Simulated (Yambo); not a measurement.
Yambo input for NaLuO₂ (space group R-3m, No. 166) under isotropic strain of -0.7 % on all lattice vectors (a = b = c = 5.770 Å, α = β = γ = 33.02°), on norm-conserving PBEsol (Quantum ESPRESSO, 100 Ry, no spin-orbit coupling) wavefunctions on a 8×8×8 mesh:

```
optics
chi
dipoles
kernel
FFTGvecs= 40 Ry
Chimod= "HARTREE"
NGsBlkXd= 4 Ry
% QpntsRXd
 1 | 1 |
%
% BndsRnXd
 3 | 52 |
%
GrFnTpXd= "R"
% EnRngeXd
 0.0 | 20.0 | eV
%
% DmRngeXd
 0.2 | 0.2 | eV
%
CGrdSpXd= 50
ETStpsXd= 161
% LongDrXd
 0.0 | 0.0 | 1.0 |
%
```

First lines of the file o-*.eps_q1_inv_rpa_dyson:

```
Absorption @ Q(1):   0.00000000     0.00000000     1.00000000    [q->0 direction]
#
# [ X ] Hartree size     :   43
# [GEN] GF Energies     : Perdew, Burke & Ernzerhof SOL(X)+Perdew, Burke & Ernzerhof SOL(C)
# [GEN] Green`s Function     : Retarded
#
# [GEN] Gauge     : Length
# [GEN] [r,Vnl] included     : yes
#
#    E[1] [eV]     Im(eps)     Re(eps)     Im(eps_o)     Re(eps_o)
#
     0.000000     0.412985E-8     3.054278     0.40505E-18     3.975742
     0.125000     0.001347     3.054698     0.002183     3.976421
     0.250000     0.002701     3.055958     0.004376     3.978462
     0.375000     0.004067     3.058063     0.006589     3.981874
     0.500000     0.005451     3.061025     0.008832     3.986673
     0.625000     0.006860     3.064855     0.011115     3.992879
     0.750000     0.008301     3.069572     0.013451     4.000522
     0.875000     0.009782     3.075197     0.015851     4.009637
     1.000000     0.011310     3.081758     0.018328     4.020269
     1.125000     0.012896     3.089286     0.020897     4.032468
     1.250000     0.014548     3.097820     0.023574     4.046297
     1.375000     0.016279     3.107403     0.026378     4.061827
     1.500000     0.018101     3.118089     0.029328     4.079142
     1.625000     0.020030     3.129937     0.032449     4.098340
     1.750000     0.022084     3.143019     0.035768     4.119532
     1.875000     0.024283     3.157416     0.039318     4.142850
     2.000000     0.026653     3.173224     0.043137     4.168446
     2.125000     0.029226     3.190557     0.047272     4.196497
     2.250000     0.032039     3.209547     0.051779     4.227212
     2.375000     0.035140     3.230354     0.056729     4.260836
     2.500000     0.038592     3.253166     0.062212     4.297660
     2.625000     0.042475     3.278215     0.068339     4.338036
     2.750000     0.046898     3.305784     0.075264     4.382386
     2.875000     0.052014     3.336225     0.083188     4.431233
     3.000000     0.058041     3.369986     0.092397     4.485228
     3.125000     0.065311     3.407648     0.103311     4.545196
     3.250000     0.074358     3.449972     0.116580     4.612205
     3.375000     0.086115     3.497970     0.133299     4.687643
     3.500000     0.102369     3.552902     0.155481     4.773249
     3.625000     0.126857     3.615748     0.187203     4.870613
     3.750000     0.166701     3.683471     0.236104     4.977454
     3.875000     0.220949     3.739578     0.301903     5.078209
     4.000000     0.260885     3.794651     0.356941     5.185077
```
(The file goes on to the top of the energy range.) Convergence of the RPA response with its 8×8×8 mesh was not tested.

Geometry strained from the cell relaxed with PBEsol, atoms relaxed again.

The structure is a Materials Project entry; no match was found in the copy of COD used, and its stability was not checked.
